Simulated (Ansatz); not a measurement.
## Notes on LaMg2Ag3

```
CELL_PARAMETERS angstrom
2.81313 4.87248 0.00000
-2.81313 4.87248 0.00000
0.00000 0.00000 4.57076
ATOMIC_POSITIONS crystal
Mg 0.33330 0.33340 0.00000
Mg 0.66660 0.66670 0.00000
La 0.00000 0.00000 0.00000
Ag 0.50000 0.50000 0.50000
Ag 0.50000 0.00000 0.50000
Ag 0.00000 0.50000 0.50000
```

Single point in Ansatz 0.2.0 with PBEsol, no spin polarisation. Cutoff 420 eV, PAW datasets, 7×7×8 Γ-centred k mesh, fermi-dirac filling (width 0.1 eV).

**Contacts.** Mg–Ag at 2.80 Å: least valence density 0.15 e/Å³ and ELF 0.11 there. Ag–Ag at 2.81 Å: least valence density 0.26 e/Å³ and ELF 0.20 there. Mg–Mg at 3.25 Å: least valence density 0.12 e/Å³ and ELF 0.63 there. These are pseudo-fields; inside the PAW spheres they differ from the all-electron ones.
**Electronic structure.** It is a metal, with about 3.9 states/eV a cell as the mean within 0.25 eV of the Fermi level.
**Charges.** Bader charges in e: La +1.06, Mg +1.31, Ag -1.23. In the mean Mg gives up most and Ag takes most.
**Formation energy.** -0.19 eV an atom against the elements' usual phases (free molecules for gases, crystals otherwise, with no correction for O₂ or N₂), so it is bound against them; other compounds may still compete. Relaxing would lower it.

Origin: a known structure type with other elements, at an estimated volume, so it need not be a known compound. Caveats: f levels without a U or exact exchange are poorly placed.
